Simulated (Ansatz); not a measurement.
Zincblende alloy of GaAs and InAs (6 of 32 Ga sites exchanged), 64 atoms

Ansatz, PAW, plane waves. PBEsol relaxation of volume and atoms (shape held) at the single k point (¼, ¼, ¼) without its symmetry partners; single points on the relaxed atoms at the Γ point alone, onto which points of the small cell's zone fold. Arrangement: quasirandom. No spin–orbit coupling unless named.

Relaxed structure:

```
CELL_PARAMETERS angstrom
11.47856 0.00000 0.00000
0.00000 11.47856 0.00000
0.00000 0.00000 11.47856
ATOMIC_POSITIONS crystal
Ga 0.99874 0.00184 0.99926
Ga 0.00003 0.99978 0.49940
Ga 0.00158 0.49777 0.99955
Ga 0.00452 0.49957 0.50035
Ga 0.50292 0.00312 0.00038
Ga 0.49912 0.99998 0.49998
Ga 0.49714 0.49718 0.99953
Ga 0.24788 0.24932 0.99799
Ga 0.24581 0.24756 0.50146
Ga 0.24585 0.75171 0.49727
Ga 0.75177 0.24571 0.99774
Ga 0.75434 0.24312 0.50238
Ga 0.75209 0.75425 0.00268
Ga 0.75468 0.75747 0.49783
Ga 0.24840 0.00096 0.25173
Ga 0.24771 0.00341 0.74774
Ga 0.24546 0.50013 0.25014
Ga 0.24540 0.49523 0.74902
Ga 0.75309 0.99785 0.24998
Ga 0.75269 0.00217 0.74966
Ga 0.00208 0.24779 0.24914
Ga 0.00167 0.24797 0.74942
Ga 0.00042 0.75189 0.25208
Ga 0.00079 0.75202 0.74849
Ga 0.49768 0.24523 0.75198
Ga 0.50005 0.75446 0.24941
In 0.49587 0.50100 0.50129
In 0.24959 0.75057 0.00226
In 0.75490 0.50375 0.24807
In 0.75509 0.49819 0.75343
In 0.49916 0.24841 0.24910
In 0.50079 0.75469 0.75090
As 0.12591 0.12386 0.12441
As 0.12272 0.12455 0.62455
As 0.11643 0.61956 0.13131
As 0.12601 0.62512 0.62557
As 0.63322 0.11915 0.12086
As 0.62459 0.12326 0.62606
As 0.61764 0.63116 0.11763
As 0.63470 0.63305 0.61865
As 0.36642 0.37991 0.12058
As 0.36743 0.36612 0.63087
As 0.38128 0.88505 0.13068
As 0.36701 0.88065 0.61904
As 0.88078 0.36705 0.11748
As 0.88321 0.36764 0.61921
As 0.87795 0.87529 0.12661
As 0.87609 0.87743 0.62525
As 0.36792 0.12025 0.38112
As 0.37353 0.12247 0.87607
As 0.36746 0.63176 0.36678
As 0.37321 0.61211 0.87154
As 0.87675 0.12284 0.37359
As 0.87645 0.12579 0.87284
As 0.88372 0.63291 0.38291
As 0.88327 0.63292 0.88322
As 0.12569 0.37355 0.37483
As 0.12279 0.37318 0.87392
As 0.12337 0.87644 0.37367
As 0.12008 0.88192 0.86886
As 0.63384 0.36873 0.38227
As 0.61915 0.36677 0.88099
As 0.62575 0.87685 0.37459
As 0.63315 0.88345 0.88112
```

**Question.** What are the mean bond lengths by pair (pairs within 1.2 times the sum of covalent radii, less contacts 15 % beyond the pair's median; cation–cation pairs of compounds aside; long ionic contacts are cut short by that bound)?

**Answer.** As–Ga 2.461 ± 0.014 Å (standard deviation, 104 bonds); As–In 2.599 ± 0.013 Å (standard deviation, 24 bonds).

**Question.** What gap lies between the top filled and the lowest empty level in the single points?

**Answer.** HSE06 1.13 eV (72 s on NVIDIA H100).
